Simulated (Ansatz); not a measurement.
## Ni: constraining the magnetisation

Ni is taken as a measured crystal structure (space group Fm-3m), 1 atom in the cell. The computed pressure is over 10 GPa in size, so the cell is far from the computed equilibrium volume. Source: COD entry 9012427; it may be a high-temperature, high-pressure or metastable form.

```
CELL_PARAMETERS angstrom
0.00000 1.75840 1.75840
1.75840 0.00000 1.75840
1.75840 1.75840 0.00000
ATOMIC_POSITIONS crystal
Ni 0.00000 0.00000 0.00000
```

Atoms are numbered from 1 in the order listed.

Computed with DFT, LDA, PAW, plane waves, scalar-relativistic (Ansatz).

```yaml
Plane-wave_cutoff: 420 eV
k-point_mesh: 12×12×12 (Γ-centred)
Occupations: Gaussian smearing, 0.1 eV
```

Moments by site are taken inside atomic spheres; the rest lies between them.

A small moment in a metal is sensitive to the mesh and the smearing.

For a metal this mesh leaves errors of several meV/atom.

The total moment of the cell is held fixed (separate Fermi levels for the two spins), shared at the start among the Ni atoms with one sign; no search for lower states follows. Energies are free energies per cell above the lowest run, the runs with a free moment included. A row is the solution that its start led to, not a proven minimum at that M. The run at M = 0 starts without moments and gives the spin-unpolarised solution. The cell holds one magnetic atom, so only parallel order fits; orders in a larger cell may lie lower. The program warns that the SCF threshold is loose for stress, so pressures can be off by 0.1 GPa or more.

The run at M = 0.97 μB took 0.82 s on 2 threads of Arm Neoverse V2, on a shared host, peak memory 0.25 GiB.

```
fixed M (μB/cell)  F − F(lowest) (meV/cell)  moments of Ni1 (μB)  pressure (GPa)
             0.00                        37                 0.00           -18.1
             0.24                        27                 0.26           -17.9
             0.48                         5                 0.51           -17.5
             0.73                         3                 0.76           -16.2
             0.97                        82                 0.98           -14.1
             1.21                       251                 1.18           -10.5
             1.45                       542                 1.38            -5.9
             1.69                       953                 1.57            -0.2
             1.94                      1565                 1.76             7.7
```

The lowest fixed-moment run is the one at M = 0.73 μB (3 meV). With the constraint released: “usual moment, free total moment [Ni1 2.00 μB]” ends at 0.66 μB, 0 meV; “usual moment scaled by 0.1, free total moment [Ni1 0.20 μB]” ends at 0.66 μB, 0 meV.
